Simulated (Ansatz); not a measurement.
Data:

CuI:
```yaml
crystal:
  lattice:
    - [4.00728, 0.00000, 0.00000]
    - [-2.00364, 3.47041, 0.00000]
    - [0.00000, 0.00000, 7.01428]
  atoms:
    - { symbol: Cu, position: [0.66667, 0.33333, 0.59419] }
    - { symbol: Cu, position: [0.33333, 0.66667, 0.40581] }
    - { symbol: I, position: [0.33333, 0.66667, 0.76744] }
    - { symbol: I, position: [0.66667, 0.33333, 0.23256] }
```

This is the LDA-relaxed structure. x, y and z are the axes in which the lattice vectors are written.

Problem. All from LDA (plane waves, PAW; program Ansatz), unless another level is named. Estimate the electron effective mass.

Solution. 0.15, 0.22, 0.22 mₑ (principal values).

Problem. Give the hole effective mass, band 2 of 2 at the edge.

Solution. 0.20 along x, 2.4 along z (mₑ).

Problem. Predict the weight of the valence-edge state by species (Voronoi cells).

Solution. I 60 %, Cu 40 %.

Problem. Predict the weight of the conduction-edge state by species (Voronoi cells).

Solution. I 57 %, Cu 43 %.

Space group P-3m1. The first step of the workflow began from a Materials Project structure, measured or hypothetical; the Crystallography Open Database copy checked does not list it. It is not the phase usual at ambient conditions (space group No. 216). The LDA relaxation kept the symmetry of its start; phonons on a q-mesh show no instability. The run is not spin-polarised. A crystal of weakly bound layers computed without a dispersion correction: the cell and the soft elastic constants depend strongly on that. Spin–orbit coupling is left out wherever it is not named.

Potentials: the later of the program's two PAW sets.

Edges and masses are those of Kohn–Sham bands, whose gap is no quasiparticle gap.
